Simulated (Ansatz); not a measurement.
Relaxed AlCo (CsCl type):

```xyz
2
Lattice="2.8521 0.0000 0.0000 0.0000 2.8521 0.0000 0.0000 0.0000 2.8521" Properties=species:S:1:pos:R:3 pbc="T T T"
Al     0.0000     0.0000     0.0000
Co     1.4260     1.4260     1.4260
```

In each cell atom 2 (Co, nearest neighbour Al at 2.470 Å; its periodic images, 2.9 Å or more away, move with it) moves by s·(1.000, 0.000, 0.000) (along Cartesian x), the rest being held.

Computed with PBE (plane waves to 420 eV, PAW, scalar-relativistic; Ansatz, an electronic-structure program). k mesh 13×13×13 (Γ-centred), Fermi-Dirac smearing 0.05 eV. E stands for the smeared free energy. Compression counts positive. With partly filled bands, energies and forces of such displacements shift with the k mesh and the smearing. AlCo is run without spin polarisation. AlCo was relaxed with its symmetry unable to fall. ΔE is measured from the undisplaced structure.

Q: Give the computed ΔE (meV/cell) and P (GPa) at s (Å) = -0.740, -0.148, 0.148, 0.296, 0.444, 0.740.

A: 
```
s (Å)   ΔE (meV/cell)  P (GPa)
------  -------------  -------
-0.740           1870     34.0
-0.148             79      1.6
0.148              79      1.6
0.296             317      6.3
0.444             707     13.8
0.740            1870     34.0
```

(A displaced cell: forces are minus the slopes of the energy, force constants its curvatures, and phonons follow from these.)
